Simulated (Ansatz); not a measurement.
Recipe of this trial structure of TiMnC4N4: two interpenetrating cyanide-bridged diamond nets (P-43m, No. 215). The dimensions are guesses.

```cif
data_structure
_symmetry_space_group_name_H-M 'P-43m'
_symmetry_Int_Tables_number 215
_cell_length_a 5.9329
_cell_length_b 5.9329
_cell_length_c 5.9329
_cell_angle_alpha 90.000
_cell_angle_beta 90.000
_cell_angle_gamma 90.000
_cell_volume 208.83
loop_
_atom_site_label
_atom_site_type_symbol
_atom_site_symmetry_multiplicity
_atom_site_Wyckoff_symbol
_atom_site_fract_x
_atom_site_fract_y
_atom_site_fract_z
_atom_site_occupancy
Ti1 Ti 1 b 0.50000 0.50000 0.50000 1
Mn1 Mn 1 a 0.00000 0.00000 0.00000 1
C1 C 4 e 0.18859 0.18859 0.18859 1
N1 N 4 e 0.30245 0.30245 0.30245 1
```

Level of theory: DFT PBE, scalar-relativistic, plane waves, PAW (Ansatz 0.2.0). Cutoff 420 eV, Gaussian smearing, Γ-centred meshes. Cell and atoms relax first on a coarse mesh and then on a converged one. In between, the cell is made exact in the group found at 0.06 Å. The steps can't lower the symmetry of their start. Collinear spin, starting moments Ti -1.0; Mn -4.0 μB.

A guess keeps its type if space group and coordination stay and the shape of the cell changes little (axis ratios within about 15 %, angles within 6°); the volume may change.

Problem. Does it keep its structure type, or change into something else?

Solution. It keeps its type. The symmetry stays P-43m (No. 215). The volume per atom shrinks by 3.2 %, from 20.9 to 20.2 Å³. The shortest distance goes from 1.17 Å (C–N) to 1.19 Å (C–N). Counting neighbours within 15 % of an atom's shortest distance, the start has C 1, Mn 4, N 1, Ti 4 and the end C 1, Mn 4, N 1, Ti 4.

Energies over the elements count from the elements' standard structures at the same level (N₂ as a molecule), with no fitted energy shifts.

Problem. At what energy does it end?

Solution. +0.142 eV/atom. The separate elements lie lower, so it is unstable against them.

The last run used collinear spin, a 6×6×6 mesh for its 10-atom cell and Gaussian smearing of 0.01 eV. The reference form of C is held partly by dispersion forces, which this level lacks. Another magnetic order may lie lower. A structure relaxed within its symmetry needn't be a true minimum.
